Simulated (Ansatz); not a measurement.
ZnNi (CsCl type, space group No. 221), DFT-PBEsol in the program Ansatz with PAW potentials, all energies at zero smearing, with the estimated change up to a 700 eV cutoff added, with one set of potentials and settings (totals compare only within such a set). Cell of 2 atoms (1 Zn, 1 Ni): -9086.400 eV.

```tsv
element	reference phase	E (eV/atom)
Zn	P6_3/mmc, 2 atoms in the cell	-3280.9077
Ni	Fm-3m, 1 atoms in the cell, spin-polarised	-5804.9762
```

Formation energy per atom, worked out: (-9086.400 − 1×(-3280.9077) − 1×(-5804.9762))/2 = -0.258 eV/atom (-25 kJ per mol of atoms), at 0 K, without zero-point energy or fitted corrections.

Space group Pm-3m (CsCl type). The workflow started from a Materials Project entry (that database holds measured and hypothetical structures alike); the Crystallography Open Database files this formula in space group No. 221, but the cells were not matched. Its standing as an ambient phase is unchecked. The PBEsol relaxation kept the symmetry of its start. At this level the phase is mechanically unstable. No spin polarisation was allowed. The references are the lowest solids computed at this level, not always the standard phases.

Potentials: the later of the program's two PAW sets.
